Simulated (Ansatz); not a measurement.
Relaxed MgB₂ (AlB2 type, space group P6/mmm):

```xyz
3
Lattice="3.0632 0.0000 0.0000 -1.5316 2.6528 0.0000 0.0000 0.0000 3.4999" Properties=species:S:1:pos:R:3 pbc="T T T"
Mg     0.0000     0.0000     0.0000
B      0.0000     1.7686     1.7499
B      1.5316     0.8843     1.7499
```

In each cell atom 3 (B, nearest neighbour B at 1.769 Å; its periodic images, 3.1 Å or more away, move with it) moves by s·(0.000, 0.000, 1.000) (along Cartesian z), the rest being held.

These are PBEsol (plane waves to 420 eV, PAW, scalar-relativistic; Ansatz, a quantum-chemistry and plane-wave program) values and carry that method's errors. k mesh 14×14×11 (Γ-centred), Fermi-Dirac smearing 0.05 eV. E stands for the smeared free energy. With partly filled bands, energies and forces of such displacements shift with the k mesh and the smearing. MgB2 was relaxed with its symmetry unable to fall. The zero of ΔE is the undisplaced structure. The last digit holds for this mesh only.

```json
[
 {"s (Å)": "-0.350", "ΔE (meV/cell)": "685.8"},
 {"s (Å)": "-0.280", "ΔE (meV/cell)": "440.2"},
 {"s (Å)": "-0.210", "ΔE (meV/cell)": "248.2"},
 {"s (Å)": "-0.140", "ΔE (meV/cell)": "110.5"},
 {"s (Å)": "-0.070", "ΔE (meV/cell)": "27.7"},
 {"s (Å)": "0.000", "ΔE (meV/cell)": "0.0"},
 {"s (Å)": "0.070", "ΔE (meV/cell)": "27.7"},
 {"s (Å)": "0.140", "ΔE (meV/cell)": "110.5"},
 {"s (Å)": "0.210", "ΔE (meV/cell)": "248.2"},
 {"s (Å)": "0.280", "ΔE (meV/cell)": "440.2"},
 {"s (Å)": "0.350", "ΔE (meV/cell)": "685.8"}
]
```

Question: What force constant k = d²E/ds² at s = 0 does the table give?

Answer: 11 eV/Å². It is the second difference of the nearest points, corrected with the next pair.

Question: With k = 11.29 eV/Å² from the forces, is the well harmonic out to s = 0.350 Å?

Answer: ½ks² = 692 meV/cell against the computed 686 meV/cell, so the well is close to harmonic there.

(For displaced atoms, the force is minus the slope of the energy, and its curvature is a force constant, which sets phonon frequencies.)
